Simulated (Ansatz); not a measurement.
TiGe₂ in space group Fddd (No. 70; Ti on 8b, Ge on 16f) under volume change, PBEsol (plane waves, PAW; program Ansatz), shape and atoms relaxed at each volume.

| V (Å³/atom) | E − E(relaxed) (meV/atom) | P (GPa) |
|---|---|---|
| 14.102 | 57.6 | 14.46 |
| 14.567 | … | … |
| 15.032 | 5.7 | 4.04 |
| 15.497 | 0.0 | -0.01 |
| 15.962 | 5.1 | -3.43 |
| 16.427 | … | … |
| 16.892 | 41.1 | -8.65 |

### Question
Complete the blanks.

### Answer

- 14.567, E − E(relaxed) (meV/atom): 24.1
- 14.567, P (GPa): 8.81
- 16.427, E − E(relaxed) (meV/atom): 19.3
- 16.427, P (GPa): -6.29

### Question
What does a third-order Birch–Murnaghan fit give for V₀, B₀ and B′?

### Answer
V₀ = 15.50 Å³/atom, B₀ = 123 GPa, B′ = 4.7.

The workflow started from a Materials Project entry (that database holds measured and hypothetical structures alike); the Crystallography Open Database files this formula in space group No. 70, but the cells were not matched. Its standing as an ambient phase is unchecked. Symmetry was held in the PBEsol relaxation; of distortions, only those at the zone centre were tested. No spin polarisation was allowed.

Potentials: the later of the program's two PAW sets.
